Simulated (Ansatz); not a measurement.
Relaxation of a relaxed Fe cell, doubled along one cell vector, shaken by Gaussian noise of σ = 0.08 Å a coordinate; 2 atoms in the cell, which starts as P-1 (No. 2), aP2; a = 2.452 Å, b = 2.452 Å, c = 4.004 Å, α = 90.00°, β = 90.00°, γ = 109.47°. Level of theory: PBE (plane waves to 420 eV, PAW, scalar-relativistic; Ansatz, a first-principles code). Γ-centred k-mesh 16×8×16 on the run's cell (coarser than for final values), Fermi–Dirac smearing 0.05 eV. This is the first round of the run. Spin-polarised start, with parallel moments on Fe.

The optimiser's lines from the output (shortened; P is positive under compression):

```
relax step   1: F+E_penalty+E_count = -8960.85167686 eV  Δ(F+E_penalty+E_count) = +0.000e0 eV  max|allowed force component| = 8.926e-1 eV/Å  Δτ_max = 0.0000 Å  P = +1.536 GPa  Ω = 22.704 Å³  (12 SCF iters, dr2 threshold 1.00e-7 eV, accepted)
relax step   2: F+E_penalty+E_count = -8960.93662813 eV  Δ(F+E_penalty+E_count) = -8.495e-2 eV  max|allowed force component| = 5.601e-1 eV/Å  Δτ_max = 0.0546 Å  P = +1.128 GPa  Ω = 22.606 Å³  (9 SCF iters, dr2 threshold 2.00e-7 eV, accepted)
relax step   3: F+E_penalty+E_count = -8960.97491478 eV  Δ(F+E_penalty+E_count) = -3.829e-2 eV  max|allowed force component| = 7.867e-2 eV/Å  Δτ_max = 0.0756 Å  P = +1.341 GPa  Ω = 22.549 Å³  (8 SCF iters, dr2 threshold 2.00e-7 eV, accepted)
relax step   4: F+E_penalty+E_count = -8960.97862697 eV  Δ(F+E_penalty+E_count) = -3.712e-3 eV  max|allowed force component| = 1.138e-3 eV/Å  Δτ_max = 0.0110 Å  P = +0.107 GPa  Ω = 22.701 Å³  (8 SCF iters, dr2 threshold 2.00e-7 eV, accepted)
relax step   5: F+E_penalty+E_count = -8960.97871421 eV  Δ(F+E_penalty+E_count) = -8.724e-5 eV  max|allowed force component| = 3.498e-4 eV/Å  Δτ_max = 0.0001 Å  P = +0.004 GPa  Ω = 22.715 Å³  (6 SCF iters, dr2 threshold 2.00e-7 eV, accepted)
relax step   6: F+E_penalty+E_count = -8960.97872135 eV  Δ(F+E_penalty+E_count) = -7.143e-6 eV  max|allowed force component| = 2.175e-5 eV/Å  Δτ_max = 0.0000 Å  P = +0.000 GPa  Ω = 22.715 Å³  (4 SCF iters, dr2 threshold 2.03e-8 eV, accepted)
relax step   7: F+E_penalty+E_count = -8960.97873655 eV  Δ(F+E_penalty+E_count) = -1.520e-5 eV  max|allowed force component| = 3.268e-5 eV/Å  Δτ_max = 0.0000 Å  P = +0.002 GPa  Ω = 22.715 Å³  stress off target by 5.61e-3 GPa  SCF on the basis re-selected at this cell (its energy is not comparable with the rows above)  (8 SCF iters)
```

From the first to the last row the energy changes by -0.06 eV/atom and the volume by +0.1 %. The last row is marked as not comparable with the walk above it, whose basis was carried along; it does compare with step 1, since both stand on a basis selected at the nominal cutoff for their own cell.

Later rounds, restarted from the end of this one on a renewed k-mesh, logged 4 more steps and released under 0.01 eV/atom more. The final structure after all rounds: Im-3m (No. 229), cI2, bcc (W type); a = 2.8316 Å, b = 2.8316 Å, c = 2.8316 Å, α = 90.00°, β = 90.00°, γ = 90.00°. Spin state reached: ferromagnetic (net 2.17 μB/atom), from parallel starting moments; other spin orders were not run from this start.

The run could not lose the symmetry of its start.
